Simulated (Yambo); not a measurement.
Yambo run on RbScMo₂O₈ (space group P-3m1, No. 164). The wavefunctions come from this Quantum ESPRESSO step (PBEsol, PseudoDojo standard norm-conserving files, scalar-relativistic):

```
&CONTROL
  calculation = 'nscf'
  pseudo_dir = './pseudo'
  outdir = './out'
/
&SYSTEM
  ibrav = 0
  nat = 12
  ntyp = 4
  ecutwfc = 84.0
  ecutrho = 336.0
  occupations = 'fixed'
  force_symmorphic = .true.
  nbnd = 262
/
&ELECTRONS
  conv_thr = 1.2000000000000002e-08
  diago_full_acc = .true.
  diago_thr_init = 1e-08
/
ATOMIC_SPECIES
O 15.9990 O.upf
Sc 44.9559 Sc.upf
Rb 85.4678 Rb.upf
Mo 95.9500 Mo.upf
CELL_PARAMETERS angstrom
  5.905980124000   0.000000000000   0.000000000000
 -2.952990062000   5.114728821000   0.000000000000
  0.000000000000   0.000000000000   7.803960000000
ATOMIC_POSITIONS crystal
O   0.165010000000   0.834990000000   0.337860000000
O   0.834990000000   0.165010000000   0.662140000000
O   0.165010000000   0.330020000000   0.337860000000
O   0.834990000000   0.669980000000   0.662140000000
O   0.669980000000   0.834990000000   0.337860000000
O   0.330020000000   0.165010000000   0.662140000000
O   0.333333333000   0.666666667000   0.042030000000
O   0.666666667000   0.333333333000   0.957970000000
Sc   0.000000000000   0.000000000000   0.500000000000
Rb   0.000000000000   0.000000000000   0.000000000000
Mo   0.333333333000   0.666666667000   0.266030000000
Mo   0.666666667000   0.333333333000   0.733970000000
K_POINTS automatic
3 3 2 0 0 0
```

Yambo input:

```
rim_cut
gw0
dyson
el_el_corr
HF_and_locXC
ppa
em1d
RandQpts= 1000000
RandGvec= 1 Ry
EXXRLvcs= 84 Ry
VXCRLvcs= 336 Ry
Chimod= "HARTREE"
% BndsRnXp
 4 | 260 |
%
NGsBlkXp= 6 Ry
% LongDrXp
 1.0 | 1.0 | 1.0 |
%
PPAPntXp= 27.2114 eV
% GbndRnge
 1 | 260 |
%
GTermKind= "BG"
DysSolver= "n"
ExtendOut
% QPkrange
 1 | 1 | 48 | 49 |
 2 | 2 | 48 | 49 |
 5 | 5 | 48 | 49 |
 6 | 6 | 48 | 49 |
%
```

k points by index: 1 = Γ, 2 = A, 5 = K, 6 = H.

Resulting energies as the program prints them:

```
#    K-point    Band    Eo [eV]    E [eV]    E-Eo [eV]    Vxc [eV]    Vnlxc [eV]    Sc|Eo [eV]    Sc|E [eV]    dSc/dw|Eo [eV]    Re(Z)    Im(Z)
#
    1    48    0.000000    -0.762375    -0.762375    -19.42665    -24.49160    4.076835    4.302572    -8.055585    0.771580    -0.001571
    1    49    3.445674    5.196863    1.751188    -17.81788    -12.09109    -3.564219    -3.975601    -6.391892    0.809781    -0.001441
    2    48    -0.882326E-3    -0.763445    -0.762563    -19.42347    -24.48740    4.075621    4.301369    -8.054016    0.771614    -0.001572
    2    49    3.529730    5.297472    1.767741    -18.05846    -12.33054    -3.539296    -3.960180    -6.478288    0.807704    -0.001475
    5    48    -0.219465    -1.052519    -0.833054    -19.01824    -24.16903    4.070532    4.317736    -8.073196    0.771194    -0.001684
    5    49    3.874377    5.647056    1.772678    -18.41432    -12.83589    -3.374041    -3.805746    -6.626118    0.804173    -0.002006
    6    48    -0.243107    -1.082269    -0.839162    -18.94135    -24.09485    4.065660    4.314339    -8.062183    0.771434    -0.001744
    6    49    3.965916    5.768053    1.802137    -18.60657    -13.00074    -3.357174    -3.803691    -6.741357    0.801443    -0.002204
```
(The two width columns are left out.) Convergence of these settings isn't established.

Spin-orbit coupling is not included.

Geometry of the Materials Project entry, not relaxed at this level.

The structure is a Materials Project entry; no match was found in the copy of COD used, and its stability was not checked.
